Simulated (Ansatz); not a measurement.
Put Rb₂AlPdC₆N₆ in Fm-3m (No. 225): Rb on 8c; Al on 4b; Pd on 4a; C on 24e; N on 24e. The guess for Rb₂AlPdC₆N₆ was made by a generator: cyanide-bridged rock-salt net of two metals, 2 guest cations a cell.

Theory: DFT PBE, scalar-relativistic, plane waves, PAW in Ansatz 0.2.0. Cutoff 420 eV, Γ-centred mesh, Gaussian smearing, collinear spin.

Energies over the elements count from the elements' standard structures at the same level (N₂ as a molecule), with no fitted energy shifts.

Question: Give the relaxed lattice parameters and positions.

Answer:

Space group Fm-3m (No. 225). a = 10.942 Å, b = 10.942 Å, c = 10.942 Å, α = 90.00°, β = 90.00°, γ = 90.00°
```csv
atom,site,symmetry,x,y,z
Rb,8c,-43m,0.2500,0.7500,0.7500
Al,4b,m-3m,0.5000,0.0000,0.0000
Pd,4a,m-3m,0.0000,0.0000,0.0000
C,24e,4m.m,0.2125,0.0000,0.0000
N,24e,4m.m,0.3199,0.0000,0.0000
```

Rb is surrounded by 12 C at 3.89 Å and 12 N at 3.94 Å; around Al lie 6 N at 1.97 Å; Pd has 6 C at 2.32 Å; C is surrounded by 1 N at 1.18 Å, 1 Pd at 2.32 Å, 1 Al at 3.15 Å, 4 C at 3.29 Å, 4 N at 3.71 Å and 4 Rb at 3.89 Å; N is surrounded by 1 C at 1.18 Å, 1 Al at 1.97 Å, 4 N at 2.79 Å, 1 Pd at 3.50 Å, 4 C at 3.71 Å, 1 N at 3.94 Å and 4 Rb at 3.94 Å. Another local minimum with the same sites may exist.

Question: And its energy and gap?

Answer: The formation energy is +0.08 eV/atom, the gap on the 6×6×6 mesh of the 16-atom cell is 0 eV (a metal) and the net moment per atom is 0.06 μB. The moment by site is Pd 0.7 μB. A positive value: parting into the elements would lower its energy.

The last run used collinear spin and Gaussian smearing of 0.10 eV. The reference form of C is held partly by dispersion forces, which this level lacks. The magnetic state reached may not be the lowest. Symmetry constrained the relaxation, so the result can be a saddle point. Site moments count only spheres around the atoms; the net moment includes the space between them.
